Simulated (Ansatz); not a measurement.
Here is the system:

Tl2Au:
```xyz
6
Lattice="-3.6693 3.6693 2.8484 3.6693 -3.6693 2.8484 3.6693 3.6693 -2.8484" Properties=species:S:1:pos:R:3 pbc="T T T"
Au     0.0000     0.0000     4.2726
Au     0.0000     0.0000     1.4242
Tl     4.8009     1.1316     0.0000
Tl     2.5377     1.1316     2.8484
Tl    -1.1316     2.5377     2.8484
Tl     1.1316     2.5377     0.0000
```

This is the r²SCAN-relaxed structure.

**Question.** All from r²SCAN in the plane-wave PAW code Ansatz, unless another level is named. Predict the density of states at the Fermi level.

**Answer.** 0.34 states/eV per atom (mean over ±0.08 eV).

**Question.** What about the formation energy from the elements (no fitted shifts)?

**Answer.** -0.039 eV/atom.

Space group I4/mcm. The workflow started from an entry of the Crystallography Open Database (COD). Its standing as an ambient phase is unchecked. The cell was relaxed with r²SCAN under the symmetry of its start; whether a distortion lowers the energy is not shown. The references are the lowest solids computed at this level, not always the standard phases. Spin–orbit coupling is left out wherever it is not named.

Potentials: the later of the program's two PAW sets.
